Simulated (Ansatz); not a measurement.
## Pb: frozen-core PAW against all-electron methods

```yaml
crystal:
  lattice:
    - [-0.06878, 3.40461, 3.40461]
    - [3.40461, -0.06878, 3.40461]
    - [3.40461, 3.40461, -0.06878]
  atoms:
    - { symbol: Pb, position: [0.00000, 0.00000, 0.00000] }
    - { symbol: Pb, position: [0.25000, 0.25000, 0.25000] }
```

Atoms are numbered in the order listed.

The cell is the one relaxed in the Materials Project (mp-1247117), not relaxed further here; entries there can be hypothetical. The listed cell was then made from it by scaling, straining or moving an atom.

No spin–orbit coupling, which matters for the heavy atoms here.

All numbers are computed: DFT, LDA, PAW with Ansatz's default frozen-core files, scalar-relativistic (Ansatz 0.2.0); DFT, LDA, all-electron PAW with datasets made for the crystal, scalar-relativistic (Ansatz 0.2.0); DFT, LDA, all-electron LAPW, scalar-relativistic (Ansatz 0.2.0).

For PAW: a Γ-centred 8×8×8 k mesh, Fermi–Dirac smearing of 0.05 eV, cutoff 420 eV, no spin polarisation; the PAW files were made with PBE, and the program remakes their frozen cores for this functional. The crystal-made all-electron datasets (AE datasets) take a cutoff of 240 eV at this cell. LAPW targets a basis error of 0.25 meV/atom. The Ansatz runs share mesh, smearing and spin set-up. Plane-wave (PAW) pressures include the program's estimate of the Pulay term.

Stress and pressure are positive in compression.

The change that made this cell: equal xy, yz and zx engineering shear strains of -2 %.

Spin–orbit coupling is left out, which moves gradients at and beside heavy atoms by some per cent and at worst by a factor of two.

In a metal, gradients converge slowly with the k mesh: the values move by tens of per cent from one mesh to another, at times in sign, so only the comparison on one mesh counts.

| quantity | PAW | AE datasets | LAPW |
| --- | --- | --- | --- |
| pressure (GPa) | -0.68 | -0.67 | -0.67 |
| stress yz (GPa) | 0.71 | 0.71 | 0.71 |
| stress xz (GPa) | 0.71 | 0.71 | 0.71 |
| stress xy (GPa) | 0.71 | 0.71 | 0.71 |
| force on Pb1, x (eV/Å) | -0.138 | -0.138 | -0.138 |
| field gradient Vzz at Pb1 (10²¹ V/m²) | -5.42 | -5.39 | – |
